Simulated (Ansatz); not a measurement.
Hg:
```
Hg
1.0
    1.77126     1.02264     2.19553
   -1.77126     1.02264     2.19553
    0.00000    -2.04527     2.19553
Hg
1
Direct
  0.00000   0.00000   0.00000
```

Relaxed with PBEsol. Special points in fractions of this cell's reciprocal vectors: Γ (0.000, 0.000, 0.000); T (0.500, 0.500, 0.500); H2 (0.689, 0.311, 0.500); H0 (0.500, -0.311, 0.311); L (0.500, 0.000, 0.000); S0 (0.406, -0.406, 0.000); S2 (0.594, 0.000, 0.406); F (0.500, 0.000, 0.500).

Q: List the band energies nearest the Fermi level at these points for DFT-PBEsol in the program Ansatz with PAW potentials.

A: In eV from the Fermi level; about four levels below and three above (degenerate sets whole), none deeper than 8.9 eV; … stands for higher levels left out; points with the same levels are listed once.

```
k                           below        above
--  -----------------------------  -----------
Γ   -7.72 -7.72 -6.24 -6.14 -6.14      11.46 …
T         -7.28 -7.28 -5.44 -5.44  0.18 1.73 …
H2        -7.40 -6.69 -6.62 -5.67  0.89 2.58 …
L         -6.26 -5.93 -2.26 -1.99            …
S0        -6.24 -6.04 -5.81 -0.32       0.92 …
F         -6.15 -5.99 -5.36 -0.06       0.76 …
```

Space group R-3m (simple rhombohedral). The cell was relaxed with PBEsol under the symmetry of its start. The substance is a gas or liquid at ambient conditions; this is its low-temperature solid. Spin–orbit coupling is left out wherever it is not named.

Potentials: the earlier of the program's two PAW sets. The files were generated under PBE; for other functionals the program regenerates the frozen cores, and for LDA and PBEsol the local potential too.
